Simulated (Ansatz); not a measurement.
NbSi$_{2}$:
```xyz
3
Lattice="-1.6410 1.6410 4.1315 1.6410 -1.6410 4.1315 1.6410 1.6410 -4.1315" Properties=species:S:1:pos:R:3 pbc="T T T"
Nb     0.0000     0.0000     0.0000
Si     0.0000     0.0000     2.7384
Si     0.0000     0.0000     5.5247
```

Relaxed with PBE. Special points in fractions of this cell's reciprocal vectors: Γ (0.000, 0.000, 0.000); X (0.000, 0.000, 0.500); P (0.250, 0.250, 0.250); N (0.000, 0.500, 0.000); M (0.500, 0.500, -0.500); S (0.289, 0.711, -0.289); S0 (-0.289, 0.289, 0.289); R (-0.079, 0.079, 0.500); G (0.500, 0.500, -0.079).

### Question
List the band energies nearest the Fermi level at these points for plane-wave PAW PBE (Ansatz code).

### Answer
In eV from the Fermi level; about four levels below and three above (degenerate sets whole), none deeper than 8.9 eV; points with the same levels are listed once.

```
k                          below                above
-  -----------------------------  -------------------
Γ        -3.11 -1.51 -1.38 -1.38       2.17 3.41 3.96
X        -4.48 -3.29 -1.83 -0.04       3.10 3.98 4.14
P  -5.04 -5.04 -1.92 -0.90 -0.90  0.84 4.14 4.94 4.94
N        -3.72 -3.38 -1.28 -1.01       1.06 3.56 3.92
M              -8.60 -1.97 -0.96  0.32 0.32 0.85 0.85
S        -5.42 -1.39 -1.37 -0.94       1.14 2.83 4.25
R        -3.31 -3.13 -1.72 -0.46       2.43 3.43 3.79
```

Space group I4/mmm (MoSi2 or CaC2 type). A made-up cell: these elements were put on the sites of a structure type; neither database checked (COD, Materials Project) lists it. COD files the formula under space group No. 180, 181, so this cell is another polymorph or a model. Whether it is the stable phase at ambient conditions was not checked. Symmetry was held in the PBE relaxation; its stability against distortions is not shown here. The run is not spin-polarised. Scalar-relativistic: spin–orbit coupling is off unless named, which matters more the heavier the elements.

Potentials: the later of the program's two PAW sets.
